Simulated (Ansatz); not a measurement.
MgO (wurtzite, P6_3mc), plane-wave PAW PBEsol (Ansatz code), all energies at zero smearing, with the estimated change up to a 700 eV cutoff added, with one set of potentials and settings (totals compare only within such a set). Cell of 4 atoms (2 Mg, 2 O): -4951.291 eV.

```csv
element,reference phase,E (eV/atom)
Mg,"P6_3/mmc, 2 atoms in the cell",-1912.0511
O,"C2/m, 4 atoms in the cell, spin-polarised",-558.3554
```

Formation energy per atom, worked out: (-4951.291 − 2×(-1912.0511) − 2×(-558.3554))/4 = -2.619 eV/atom (-253 kJ per mol of atoms), at 0 K, without zero-point energy or fitted corrections.

The first step of the workflow began from a Materials Project structure, measured or hypothetical; the Crystallography Open Database copy checked does not list it. It is not the phase usual at ambient conditions (space group No. 225). The PBEsol relaxation kept the symmetry of its start; phonons on a q-mesh show no instability. The references are the lowest solids computed at this level, not always the standard phases (solids in place of the gases).

Potentials: the later of the program's two PAW sets.
